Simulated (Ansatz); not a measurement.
Relaxed-ion elastic tensor of Cs2NaMoF6 in space group Fm-3m (No. 225; Cs on 8c, Na on 4b, Mo on 4a, F on 24e) in GPa (Voigt order), DFT-PBEsol in the program Ansatz with PAW potentials; density 4.86 g/cm³, 17.03 Å³ per atom.

```
65.7  26.7  26.7   0.0   0.0   0.0
26.7  65.7  26.7   0.0   0.0   0.0
26.7  26.7  65.7   0.0   0.0   0.0
 0.0   0.0   0.0  20.3   0.0   0.0
 0.0   0.0   0.0   0.0  20.3   0.0
 0.0   0.0   0.0   0.0   0.0  20.3
```

Q: Is the crystal mechanically stable?

A: Yes: the smallest eigenvalue of C is 20.3 GPa.

Q: Work out the Voigt, Reuss and Hill averages.

A: K_V = 39.7, K_R = 39.7, K_H = 39.7; G_V = 20.0, G_R = 20.0, G_H = 20.0 GPa.

Q: Give Young's modulus, Poisson's ratio, Pugh's ratio and the universal anisotropy index.

A: E = 9KG/(3K + G) = 51.3 GPa; ν = 0.28; K/G = 1.99 (ductile by the Pugh limit of 1.75); A_U = 5G_V/G_R + K_V/K_R − 6 = 0.00.

Q: Estimate the sound speeds and the Debye temperature.

A: v_l = √((K + 4G/3)/ρ) = 3690 m/s, v_t = √(G/ρ) = 2030 m/s, mean 2260 m/s; Θ = (h/k)(3n/4πV)^(1/3) v_m = 261 K.

Q: Give the Zener ratio and Young's modulus along [100], [110] and [111].

A: A = 2C44/(C11 − C12) = 1.04; 1/E = S11 − 2(S11 − S12 − S44/2)Γ with Γ = 0, 1/4, 1/3 gives 50.2, 51.6, 52.0 GPa.

The first step of the workflow began from a Materials Project structure, measured or hypothetical; the Crystallography Open Database copy checked does not list it. Whether it is the stable phase at ambient conditions was not checked. The PBEsol relaxation kept the symmetry of its start; whether a distortion lowers the energy is not shown. Magnetic state: ferromagnetic, chosen from 3 collinear starts compared on coarse meshes (ties went to the first, and starts can fall back to one state), not a proven ground state. No Hubbard U is applied. Spin–orbit coupling is left out wherever it is not named.

Potentials: the later of the program's two PAW sets.
